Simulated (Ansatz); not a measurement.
Given:

Starting cell, BaTiO3 (cubic perovskite):

```
BaTiO3
1.0
    3.99442     0.00000     0.00000
    0.00000     3.99442     0.00000
    0.00000     0.00000     3.99442
Ba Ti O
1 1 3
Cartesian
  0.00000   0.00000   0.00000
  1.99721   1.99721   1.99721
  0.00000   1.99721   1.99721
  1.99721   1.99721   0.00000
  1.99721   0.00000   1.99721
```

In each cell atom 4 (O, nearest neighbour Ti at 1.997 Å; its periodic images, 4.0 Å or more away, move with it) moves by s·(0.000, 0.000, 1.000) (along Cartesian z), the rest being held.

Computed with r2SCAN (plane waves to 500 eV, PAW, scalar-relativistic; Ansatz, an electronic-structure program). k mesh 7×7×7 (Γ-centred), Fermi-Dirac smearing 0.05 eV. E stands for the smeared free energy. BaTiO3 is run without spin polarisation. BaTiO3 was relaxed with its symmetry unable to fall. The PAW data are Ansatz's earlier set. This is a high-temperature form of BaTiO3. The zero of ΔE is the undisplaced structure.

The scan covers s from -0.200 to 0.200 Å in 11 points.

Question: Is the energy the same for equal positive and negative displacements?

Answer: Even: the same for both signs. With its periodic images moving along, the atom's site symmetry in this cell is 4/mmm.

Question: What is the energy change at s = 0.200 Å?

Answer: 134.8 meV/cell.

Question: What force acts on the atom along the line at s = -0.200 Å?

Answer: 1.69 eV/Å.

Question: What is the force constant k = d²E/ds² of this move at s = 0?

Answer: 4.98 eV/Å².

(For displaced atoms, the force is minus the slope of the energy, and its curvature is a force constant, which sets phonon frequencies.)
